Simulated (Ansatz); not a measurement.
Sn: input, output and frames of a trajectory

The calculation used DFT PBEsol, scalar-relativistic, plane waves, PAW (Ansatz). Cutoff 420 eV, shifted (0.5, 0.5, 0.5 steps) 2×2×2 k-points, Fermi–Dirac smearing of 0.05 eV. The mesh is coarse. No spin polarisation.

16 atoms, starting at 1.05 times the perfect crystal's volume (space group Fd-3m); Langevin thermostat at 500 K (friction 0.02 fs⁻¹), fixed cell; 48 steps of 3 fs. The run is short and not equilibrated. The crystal has no gap, and so coarse a mesh can leave errors of tens of meV/atom and of a GPa or more.

The run converged.

Time: 16 min on 4 threads of AMD EPYC (Zen 3), on a shared host, peak memory 1.8 GiB.

Command:
```bash
ansatz run input.yaml --threads 4 --pin off --max-ram 9216MiB --backend cpu --events-out ev --progress --plain --runs-dir out
```

Input:
```yaml
crystal:
  lattice:
    - [-6.6488162913, -6.6488162913, 0.0]
    - [0.0, -6.6488162913, 6.6488162913]
    - [-6.6488162913, 0.0, 6.6488162913]
  atoms:
    - { symbol: Sn, position: [0.7580603607, 0.2529365033, 0.2632107023] }
    - { symbol: Sn, position: [0.2584766454, 0.2791865096, 0.1979491855] }
    - { symbol: Sn, position: [0.7494358641, 0.7760086937, 0.2730610879] }
    - { symbol: Sn, position: [0.3348898273, 0.7485549434, 0.1437020726] }
    - { symbol: Sn, position: [0.7255523775, 0.2435853916, 0.7430556638] }
    - { symbol: Sn, position: [0.2116129969, 0.2836655266, 0.7556750408] }
    - { symbol: Sn, position: [0.7711895525, 0.7961735553, 0.6978559977] }
    - { symbol: Sn, position: [0.2626109647, 0.7521089792, 0.7528357125] }
    - { symbol: Sn, position: [0.3880830978, 0.3947477242, 0.3246518268] }
    - { symbol: Sn, position: [0.8991220798, 0.3808232811, 0.3495264937] }
    - { symbol: Sn, position: [0.3594061793, 0.8670510067, 0.3882155418] }
    - { symbol: Sn, position: [0.9896659541, 0.8134023772, 0.3422617004] }
    - { symbol: Sn, position: [0.390199392, 0.3779983769, 0.841742608] }
    - { symbol: Sn, position: [0.8231883478, 0.3841100036, 0.8557659569] }
    - { symbol: Sn, position: [0.4281005537, 0.9284911183, 0.8064732957] }
    - { symbol: Sn, position: [0.8082102428, 0.850575722, 0.9550969052] }
basis:
  ecutwfc: 420
kpoints:
  mp_grid: { grid: [2, 2, 2], shift: [0.5, 0.5, 0.5] }
hamiltonian:
  xc: pbesol
scf:
  occupations: { method: fermi_dirac, width: 0.05 }
  lower_state_search: "off"
  convergence: { dr2_threshold: 1.0e-07 }
output:
  forces: true
  stress: true
md:
  timestep: 3.0
  n_steps: 48
  ensemble: nvt_langevin
  temperature: 500.0
  initial_velocities: maxwell_boltzmann
  seed: 68208
  friction: 0.02
```

Output (its end):
```
...
SCF converged after 6 iterations
Free energy (F): -95194.207810 eV
Harris-Foulkes:  -95194.207810 eV  (|F-HF|=3.90e-9)
Internal energy: -95194.170041 eV  (E = F + TS)
E sigma→0 (E₀):  -95194.188925 eV
Entropy (-TS):   -0.037769 eV (-2.361 meV/atom)
Fermi energy:    6.595240 eV
--- Per-component energies (eV) ---
  E_band       = -2181.357187
  E_kinetic    = 2985.317292
  E_local      = -19003.456398  (includes V_loc(G=0)·N_el)
  E_nonlocal   = -486.794744
  E_hartree    = 10775.312216
  E_xc         = -6055.376480
  E_vxc        = -1535.167218  (∫ρ·V_xc dr)
  E_paw        = -65051.243284  (= ΣΔE_a)
  E_vpaw       = -5691.881332  (= ΣTr[D̂ρ^β])
  E_aug_tail   = -0.000007  (compensation charges beyond the density's cutoff)
  E_ewald      = -18362.486073
  E_core_change = 4.557436  (= ΣΔE_core)
  E_smearing   = -0.037769  (= −TS)
  E_closure    = 0.000000  (closes the sum)
  Σ components = -95194.207810   (vs F -95194.207810, Δ=0.00e0)
--- Forces (eV/Å), atoms counted from 1 ---
  atom   1  Sn     0.45387873    -0.07543331     1.44694074
  atom   2  Sn     0.27121673    -0.56554152     0.83241510
  atom   3  Sn     0.68212208    -0.84221027    -0.39085836
  atom   4  Sn    -0.38166478    -0.39379208    -0.54183177
  atom   5  Sn    -0.54749886    -0.34891910     0.67626640
  atom   6  Sn    -0.17180823     0.25431755     0.14260521
  atom   7  Sn     0.30208927    -0.22657786     0.82165889
  atom   8  Sn    -0.94878581    -0.65277581    -1.02236177
  atom   9  Sn     0.34017040     0.01267374    -0.20837183
  atom  10  Sn    -0.22988786    -0.12869827    -0.90021723
  atom  11  Sn    -0.04156976     0.28644550    -0.73498526
  atom  12  Sn    -0.06950706     0.78861856    -0.37298640
  atom  13  Sn     0.12343909     0.30857364     0.37765666
  atom  14  Sn     0.10939710     0.07297795    -1.63100833
  atom  15  Sn    -0.31223084     0.23898554     0.52311563
  atom  16  Sn     0.42063415     1.27135117     0.98195748
  max |Σ_I F_I| component: 5.66e-6 eV/Å
--- Stress (GPa, compression-positive) ---
       -1.784921      -1.415099       1.545964
       -1.415099      -1.541605       0.850404
        1.545964       0.850404      -2.150123
  P = ⅓ Tr σ = -1.8255 GPa (-18.255 kbar)
--- MD trajectory: 48 steps, t = 0.0 → 144.0 fs ---
  final state: T = 599.6 K   F+E_penalty+E_count = -95194.20780978 eV   E_kin = 1.240092 eV
```

Frames along the run (Å, eV/Å; dE is the potential energy from the first frame):

```xyz
16
Lattice="-6.649 -6.649 0.000 0.000 -6.649 6.649 -6.649 0.000 6.649" Properties=species:S:1:pos:R:3:forces:R:3 pbc="T T T" time_fs=0.00 dE_eV=0.0000 T_K=469
Sn   -6.790   -6.722    3.432    0.586    0.593   -1.383
Sn   -3.035   -3.575    3.172   -1.239    0.823   -0.297
Sn   -6.798  -10.142    6.975   -1.680    1.745    1.429
Sn   -3.182   -7.204    5.932   -1.277    0.020    0.768
Sn   -9.765   -6.444    6.560   -1.034   -0.502   -2.491
Sn   -6.431   -3.293    6.910    1.194   -0.016   -0.604
Sn   -9.767  -10.421    9.934   -1.494   -0.029   -1.342
Sn   -6.752   -6.747   10.006    0.046    0.444    0.928
Sn   -4.739   -5.205    4.783   -1.081    0.664    0.289
Sn   -8.302   -8.510    4.856    0.073   -0.133    1.262
Sn   -4.971   -8.154    8.346    0.781   -0.880   -0.369
Sn   -8.856  -11.988    7.684    0.919   -0.021    1.317
Sn   -8.191   -5.108    8.110    1.438    0.307    1.201
Sn  -11.163   -8.027    8.244   -1.174   -1.210    1.472
Sn   -8.208   -9.020   11.535    2.007    0.424    0.034
Sn  -11.724  -11.029   12.006    1.936   -2.231   -2.215
16
Lattice="-6.649 -6.649 0.000 0.000 -6.649 6.649 -6.649 0.000 6.649" Properties=species:S:1:pos:R:3:forces:R:3 pbc="T T T" time_fs=12.00 dE_eV=-0.1723 T_K=583
Sn   -6.766   -6.674    3.433    0.068    0.052   -1.253
Sn   -3.046   -3.570    3.138   -1.276    0.749   -0.266
Sn   -6.778  -10.109    6.990   -1.832    1.613    1.421
Sn   -3.175   -7.211    5.928   -1.413    0.241    0.868
Sn   -9.766   -6.463    6.540   -0.947   -0.494   -1.972
Sn   -6.400   -3.283    6.910    0.870   -0.141   -0.770
Sn   -9.766  -10.395    9.937   -1.848   -0.417   -1.665
Sn   -6.747   -6.726   10.025    0.103    0.328    0.893
Sn   -4.734   -5.221    4.752   -0.874    0.822    0.442
Sn   -8.338   -8.546    4.856    0.461    0.290    1.101
Sn   -4.942   -8.153    8.361    0.649   -0.736   -0.337
Sn   -8.861  -11.998    7.688    1.065    0.174    1.342
Sn   -8.174   -5.104    8.119    1.270    0.133    0.819
Sn  -11.195   -8.062    8.266   -0.884   -0.825    1.242
Sn   -8.252   -9.025   11.522    2.652    0.481    0.414
Sn  -11.731  -11.049   12.021    1.938   -2.270   -2.280
16
Lattice="-6.649 -6.649 0.000 0.000 -6.649 6.649 -6.649 0.000 6.649" Properties=species:S:1:pos:R:3:forces:R:3 pbc="T T T" time_fs=24.00 dE_eV=-0.8843 T_K=774
Sn   -6.737   -6.647    3.406   -0.377   -0.378   -1.138
Sn   -3.075   -3.570    3.106   -1.173    0.660   -0.156
Sn   -6.792  -10.063    7.020   -1.266    1.237    0.845
Sn   -3.179   -7.215    5.932   -1.440    0.393    0.964
Sn   -9.793   -6.485    6.500   -0.486   -0.312   -1.207
Sn   -6.362   -3.271    6.892    0.612   -0.359   -0.796
Sn   -9.793  -10.379    9.917   -1.653   -0.312   -1.459
Sn   -6.742   -6.710   10.068    0.272    0.228    0.776
Sn   -4.741   -5.239    4.732   -0.693    0.998    0.564
Sn   -8.362   -8.588    4.858    0.657    0.623    0.921
Sn   -4.894   -8.160    8.391    0.374   -0.546   -0.307
Sn   -8.847  -12.009    7.710    1.135    0.173    1.290
Sn   -8.136   -5.096    8.151    0.829   -0.200    0.175
Sn  -11.229   -8.095    8.286   -0.614   -0.483    1.014
Sn   -8.251   -9.009   11.521    2.592    0.213    0.245
Sn  -11.718  -11.096   12.014    1.231   -1.936   -1.731
16
Lattice="-6.649 -6.649 0.000 0.000 -6.649 6.649 -6.649 0.000 6.649" Properties=species:S:1:pos:R:3:forces:R:3 pbc="T T T" time_fs=36.00 dE_eV=-1.5908 T_K=915
Sn   -6.732   -6.619    3.362   -0.554   -0.616   -0.931
Sn   -3.114   -3.572    3.095   -0.851    0.539   -0.081
Sn   -6.824  -10.015    7.073   -0.616    0.765    0.142
Sn   -3.198   -7.211    5.946   -1.256    0.146    0.931
Sn   -9.827   -6.501    6.439   -0.107   -0.282   -0.393
Sn   -6.333   -3.261    6.891    0.372   -0.574   -0.902
Sn   -9.829  -10.381    9.877   -1.235   -0.010   -0.943
Sn   -6.745   -6.689   10.096    0.472    0.101    0.770
Sn   -4.739   -5.251    4.733   -0.789    1.099    0.546
Sn   -8.391   -8.601    4.877    0.758    0.721    0.673
Sn   -4.865   -8.179    8.432    0.150   -0.328   -0.335
Sn   -8.833  -12.030    7.729    1.205    0.196    1.253
Sn   -8.092   -5.093    8.181    0.264   -0.338   -0.321
Sn  -11.272   -8.139    8.301   -0.258   -0.036    0.791
Sn   -8.220   -8.985   11.517    2.069   -0.010   -0.050
Sn  -11.704  -11.164   11.996    0.376   -1.373   -1.149
16
Lattice="-6.649 -6.649 0.000 0.000 -6.649 6.649 -6.649 0.000 6.649" Properties=species:S:1:pos:R:3:forces:R:3 pbc="T T T" time_fs=48.00 dE_eV=-2.0383 T_K=980
Sn   -6.737   -6.605    3.327   -0.629   -0.721   -0.820
Sn   -3.146   -3.583    3.090   -0.409    0.615   -0.019
Sn   -6.844   -9.967    7.131   -0.330    0.437   -0.268
Sn   -3.240   -7.195    5.983   -0.904   -0.213    0.699
Sn   -9.865   -6.516    6.377    0.188   -0.361    0.330
Sn   -6.310   -3.270    6.888    0.255   -0.650   -1.076
Sn   -9.891  -10.392    9.834   -0.757    0.271   -0.265
Sn   -6.763   -6.673   10.110    0.684   -0.028    0.794
Sn   -4.741   -5.249    4.704   -0.887    1.022    0.667
Sn   -8.394   -8.589    4.898    0.681    0.585    0.422
Sn   -4.840   -8.190    8.459   -0.054   -0.130   -0.276
Sn   -8.815  -12.045    7.759    1.254    0.216    1.187
Sn   -8.042   -5.073    8.197   -0.293   -0.489   -0.645
Sn  -11.319   -8.197    8.330    0.064    0.436    0.554
Sn   -8.178   -8.961   11.522    1.250   -0.094   -0.312
Sn  -11.717  -11.235   12.001   -0.112   -0.896   -0.973
16
Lattice="-6.649 -6.649 0.000 0.000 -6.649 6.649 -6.649 0.000 6.649" Properties=species:S:1:pos:R:3:forces:R:3 pbc="T T T" time_fs=60.00 dE_eV=-2.3012 T_K=878
Sn   -6.763   -6.598    3.291   -0.560   -0.726   -0.698
Sn   -3.178   -3.574    3.081    0.005    0.550    0.026
Sn   -6.872   -9.928    7.174   -0.075    0.211   -0.587
Sn   -3.275   -7.161    6.021   -0.562   -0.483    0.481
Sn   -9.893   -6.517    6.331    0.398   -0.534    0.800
Sn   -6.285   -3.279    6.869    0.158   -0.705   -1.216
Sn   -9.938  -10.388    9.796   -0.490    0.396    0.253
Sn   -6.771   -6.641   10.109    0.818   -0.225    0.884
Sn   -4.767   -5.231    4.682   -0.880    0.880    0.732
Sn   -8.390   -8.557    4.911    0.576    0.384    0.251
Sn   -4.836   -8.198    8.484   -0.181    0.053   -0.315
Sn   -8.798  -12.041    7.808    1.234    0.088    0.976
Sn   -7.996   -5.058    8.194   -0.762   -0.418   -0.762
Sn  -11.359   -8.243    8.357    0.264    0.840    0.373
Sn   -8.134   -8.943   11.517    0.588    0.073   -0.359
Sn  -11.725  -11.303   11.986   -0.533   -0.385   -0.839
16
Lattice="-6.649 -6.649 0.000 0.000 -6.649 6.649 -6.649 0.000 6.649" Properties=species:S:1:pos:R:3:forces:R:3 pbc="T T T" time_fs=72.00 dE_eV=-2.4832 T_K=698
Sn   -6.787   -6.592    3.249   -0.450   -0.720   -0.519
Sn   -3.208   -3.536    3.067    0.326    0.218    0.216
Sn   -6.904   -9.892    7.185    0.195    0.065   -0.695
Sn   -3.314   -7.134    6.053   -0.229   -0.660    0.397
Sn   -9.901   -6.521    6.301    0.460   -0.635    1.075
Sn   -6.279   -3.282    6.837    0.231   -0.726   -1.112
Sn   -9.983  -10.363    9.776   -0.188    0.307    0.521
Sn   -6.779   -6.615   10.090    0.942   -0.415    1.058
Sn   -4.801   -5.218    4.684   -0.768    0.880    0.594
Sn   -8.371   -8.531    4.936    0.466    0.249    0.008
Sn   -4.842   -8.201    8.517   -0.316    0.217   -0.511
Sn   -8.764  -12.036    7.846    1.034    0.024    0.827
Sn   -7.965   -5.062    8.185   -1.141   -0.148   -0.841
Sn  -11.388   -8.265    8.382    0.282    1.053    0.150
Sn   -8.075   -8.923   11.508   -0.057    0.273   -0.429
Sn  -11.733  -11.366   11.962   -0.786    0.018   -0.739
16
Lattice="-6.649 -6.649 0.000 0.000 -6.649 6.649 -6.649 0.000 6.649" Properties=species:S:1:pos:R:3:forces:R:3 pbc="T T T" time_fs=84.00 dE_eV=-2.5716 T_K=608
Sn   -6.795   -6.599    3.201   -0.359   -0.686   -0.252
Sn   -3.225   -3.499    3.046    0.563   -0.122    0.484
Sn   -6.942   -9.848    7.162    0.477   -0.085   -0.576
Sn   -3.346   -7.113    6.072    0.045   -0.650    0.478
Sn   -9.901   -6.517    6.291    0.462   -0.676    1.230
Sn   -6.278   -3.283    6.806    0.365   -0.715   -0.924
Sn  -10.019  -10.352    9.768   -0.047    0.295    0.773
Sn   -6.778   -6.601   10.095    0.940   -0.486    1.020
Sn   -4.829   -5.204    4.681   -0.655    0.844    0.475
Sn   -8.358   -8.513    4.964    0.335    0.242   -0.303
Sn   -4.843   -8.207    8.555   -0.506    0.413   -0.805
Sn   -8.738  -12.012    7.905    0.844   -0.199    0.414
Sn   -7.948   -5.065    8.180   -1.265   -0.005   -0.849
Sn  -11.406   -8.274    8.413    0.225    1.104   -0.131
Sn   -8.024   -8.919   11.486   -0.535    0.435   -0.417
Sn  -11.747  -11.421   11.937   -0.889    0.292   -0.619
16
Lattice="-6.649 -6.649 0.000 0.000 -6.649 6.649 -6.649 0.000 6.649" Properties=species:S:1:pos:R:3:forces:R:3 pbc="T T T" time_fs=96.00 dE_eV=-2.6615 T_K=700
Sn   -6.818   -6.621    3.151   -0.074   -0.558    0.136
Sn   -3.231   -3.496    3.030    0.630   -0.140    0.698
Sn   -6.978   -9.812    7.140    0.711   -0.259   -0.393
Sn   -3.345   -7.105    6.114    0.053   -0.547    0.359
Sn   -9.894   -6.507    6.286    0.454   -0.734    1.343
Sn   -6.272   -3.301    6.758    0.475   -0.566   -0.693
Sn  -10.050  -10.345    9.749    0.016    0.219    1.108
Sn   -6.757   -6.585   10.098    0.766   -0.455    0.794
Sn   -4.846   -5.190    4.685   -0.594    0.586    0.391
Sn   -8.338   -8.487    4.992    0.105    0.176   -0.669
Sn   -4.855   -8.219    8.570   -0.536    0.473   -0.907
Sn   -8.716  -11.996    7.960    0.707   -0.290    0.038
Sn   -7.962   -5.057    8.162   -1.103   -0.038   -0.725
Sn  -11.413   -8.281    8.449    0.029    1.090   -0.558
Sn   -7.997   -8.909   11.443   -0.730    0.487   -0.324
Sn  -11.767  -11.472   11.930   -0.909    0.558   -0.596
16
Lattice="-6.649 -6.649 0.000 0.000 -6.649 6.649 -6.649 0.000 6.649" Properties=species:S:1:pos:R:3:forces:R:3 pbc="T T T" time_fs=108.00 dE_eV=-2.7368 T_K=644
Sn   -6.844   -6.654    3.088    0.223   -0.374    0.620
Sn   -3.212   -3.505    3.025    0.536   -0.096    0.852
Sn   -6.991   -9.773    7.133    0.835   -0.452   -0.298
Sn   -3.325   -7.097    6.177   -0.131   -0.421    0.107
Sn   -9.876   -6.508    6.284    0.170   -0.557    1.310
Sn   -6.268   -3.309    6.686    0.521   -0.464   -0.314
Sn  -10.076  -10.326    9.726    0.104    0.076    1.336
Sn   -6.727   -6.570   10.100    0.458   -0.450    0.471
Sn   -4.871   -5.173    4.697   -0.430    0.244    0.269
Sn   -8.314   -8.455    5.007   -0.027    0.035   -0.923
Sn   -4.861   -8.232    8.596   -0.443    0.444   -0.953
Sn   -8.694  -11.982    8.003    0.578   -0.170   -0.256
Sn   -7.986   -5.056    8.131   -0.792   -0.044   -0.603
Sn  -11.425   -8.275    8.480   -0.109    1.003   -1.038
Sn   -7.993   -8.892   11.404   -0.837    0.547   -0.271
Sn  -11.795  -11.511   11.883   -0.656    0.680   -0.311
16
Lattice="-6.649 -6.649 0.000 0.000 -6.649 6.649 -6.649 0.000 6.649" Properties=species:S:1:pos:R:3:forces:R:3 pbc="T T T" time_fs=120.00 dE_eV=-2.7732 T_K=724
Sn   -6.871   -6.678    3.038    0.528   -0.322    1.030
Sn   -3.189   -3.492    3.024    0.437   -0.198    0.977
Sn   -6.998   -9.735    7.149    0.876   -0.572   -0.319
Sn   -3.324   -7.092    6.226   -0.210   -0.327   -0.050
Sn   -9.866   -6.514    6.289   -0.098   -0.431    1.168
Sn   -6.252   -3.333    6.626    0.336   -0.314   -0.061
Sn  -10.089  -10.290    9.719    0.250   -0.189    1.297
Sn   -6.688   -6.557   10.106    0.037   -0.466    0.108
Sn   -4.905   -5.175    4.699   -0.183    0.103    0.092
Sn   -8.282   -8.430    5.006   -0.147   -0.079   -0.980
Sn   -4.868   -8.236    8.614   -0.343    0.411   -0.957
Sn   -8.652  -11.980    8.031    0.195    0.124   -0.469
Sn   -8.021   -5.068    8.096   -0.439    0.012   -0.411
Sn  -11.436   -8.257    8.495   -0.182    0.885   -1.388
Sn   -8.012   -8.872   11.372   -0.702    0.568   -0.083
Sn  -11.813  -11.528   11.833   -0.355    0.794    0.048
16
Lattice="-6.649 -6.649 0.000 0.000 -6.649 6.649 -6.649 0.000 6.649" Properties=species:S:1:pos:R:3:forces:R:3 pbc="T T T" time_fs=132.00 dE_eV=-2.7429 T_K=687
Sn   -6.878   -6.703    3.001    0.652   -0.277    1.329
Sn   -3.161   -3.477    3.029    0.291   -0.357    0.997
Sn   -6.995   -9.711    7.161    0.799   -0.695   -0.351
Sn   -3.320   -7.077    6.278   -0.326   -0.373   -0.282
Sn   -9.857   -6.530    6.300   -0.399   -0.340    0.923
Sn   -6.238   -3.368    6.587    0.054   -0.083    0.079
Sn  -10.100  -10.258    9.723    0.351   -0.383    1.141
Sn   -6.634   -6.558   10.135   -0.499   -0.470   -0.447
Sn   -4.948   -5.196    4.711    0.117    0.100   -0.122
Sn   -8.262   -8.414    4.997   -0.174   -0.199   -0.973
Sn   -4.880   -8.237    8.621   -0.166    0.286   -0.904
Sn   -8.631  -11.999    8.052   -0.030    0.568   -0.509
Sn   -8.056   -5.104    8.051   -0.057    0.161   -0.013
Sn  -11.432   -8.223    8.496   -0.173    0.628   -1.608
Sn   -8.037   -8.836   11.332   -0.487    0.432    0.233
Sn  -11.835  -11.543   11.791    0.046    1.002    0.506
16
Lattice="-6.649 -6.649 0.000 0.000 -6.649 6.649 -6.649 0.000 6.649" Properties=species:S:1:pos:R:3:forces:R:3 pbc="T T T" time_fs=144.00 dE_eV=-2.6790 T_K=600
Sn   -6.850   -6.732    2.976    0.454   -0.075    1.447
Sn   -3.147   -3.453    3.056    0.271   -0.566    0.832
Sn   -6.988   -9.692    7.166    0.682   -0.842   -0.391
Sn   -3.325   -7.071    6.328   -0.382   -0.394   -0.542
Sn   -9.841   -6.545    6.315   -0.547   -0.349    0.676
Sn   -6.227   -3.416    6.565   -0.172    0.254    0.143
Sn  -10.117  -10.270    9.749    0.302   -0.227    0.822
Sn   -6.581   -6.559   10.178   -0.949   -0.653   -1.022
Sn   -4.979   -5.203    4.711    0.340    0.013   -0.208
Sn   -8.240   -8.419    4.980   -0.230   -0.129   -0.900
Sn   -4.901   -8.251    8.610   -0.042    0.286   -0.735
Sn   -8.613  -12.010    8.060   -0.070    0.789   -0.373
Sn   -8.071   -5.125    8.025    0.123    0.309    0.378
Sn  -11.431   -8.186    8.479    0.109    0.073   -1.631
Sn   -8.065   -8.799   11.292   -0.312    0.239    0.523
Sn  -11.858  -11.560   11.782    0.421    1.271    0.982
```